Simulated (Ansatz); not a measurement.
ZrGeS (space group P4/nmm)

```xyz
6
Lattice="3.6019 0.0000 0.0000 0.0000 3.6019 0.0000 0.0000 0.0000 7.9879" Properties=species:S:1:pos:R:3 pbc="T T T"
Zr     0.0000     1.8010     5.7791
Zr     1.8010     0.0000     2.2088
Ge     1.8010     1.8010     0.0000
Ge     0.0000     0.0000     0.0000
S      0.0000     1.8010     3.0330
S      1.8010     0.0000     4.9550
```

The slice is a (001) plane (indices of the conventional cell) through the point (0.500, 0.000, 0.620) (fractional), spanned by u = [100] and v = [010] in vectors of this cell: u (3.60 Å) and v (3.60 Å, at 90° to u). It covers one period; positions are fractions (u, v).

The numbers are results of PBEsol (plane waves to 420 eV, PAW, scalar-relativistic; Ansatz, a first-principles code), not measurements. k mesh 13×13×6. These are valence fields of a PAW run, semicore shells included where kept as valence: close to a nucleus they are smooth pseudo fields. ZrGeS is run without spin polarisation. ZrGeS was relaxed with its symmetry unable to fall.

Three fields on this plane, each scaled to ten steps between its own extremes (0 low, 9 high; the total valence density on a logarithmic scale, the potential cut 8 eV below its top; x marks points blanked near nuclei; v = 0 in the bottom row):

Map A
```
|xxxxxx973101379xxxxx|
|xxxxxx862000268xxxxx|
|xxxxx97410001479xxxx|
|xxxx9852000002589xxx|
|xxx985200000002589xx|
|99875210011100125789|
|7764200123x321002467|
|43210002xxxxx2000123|
|11000013xxxxx3100001|
|0000001xxxxxxx100000|
|11000013xxxxx3100001|
|43210002xxxxx2000123|
|7764200123x321002467|
|99875210011100125789|
|xxx985200000002589xx|
|xxxx9852000002589xxx|
|xxxxx97410001479xxxx|
|xxxxxx862000268xxxxx|
|xxxxxx973101379xxxxx|
|xxxxxx974101479xxxxx|
```

Map B
```
|xxxxxx489999984xxxxx|
|xxxxxx578888875xxxxx|
|xxxxx26777777762xxxx|
|xxxx1455544455541xxx|
|xxx245532111235542xx|
|44565531000001355654|
|8877531000x000135778|
|99875200xxxxx0025789|
|99874100xxxxx0014789|
|9987410xxxxxxx014789|
|99874100xxxxx0014789|
|99875200xxxxx0025789|
|8877531000x000135778|
|44565531000001355654|
|xxx245532111235542xx|
|xxxx1455544455541xxx|
|xxxxx26777777762xxxx|
|xxxxxx578888875xxxxx|
|xxxxxx489999984xxxxx|
|xxxxxx489999984xxxxx|
```

Map C
```
|xxxxxx852000258xxxxx|
|xxxxxx742000247xxxxx|
|xxxxx96421012469xxxx|
|xxxx9754221224579xxx|
|xxx976543343345679xx|
|88765545667665455678|
|5544445689x986544445|
|22222368xxxxx8632222|
|00012369xxxxx9632100|
|0000147xxxxxxx741000|
|00012369xxxxx9632100|
|22222368xxxxx8632222|
|5544445689x986544445|
|88765545667665455678|
|xxx976543343345679xx|
|xxxx9754221224579xxx|
|xxxxx96421012469xxxx|
|xxxxxx742000247xxxxx|
|xxxxxx852000258xxxxx|
|xxxxxx852000258xxxxx|
```

Assign the maps to these fields: electron localisation function (ELF); valence electron density; electrostatic potential energy of an electron, from the cell's mean.

A is the electron localisation function (ELF); B is the electrostatic potential energy of an electron, from the cell's mean; C is the valence electron density.
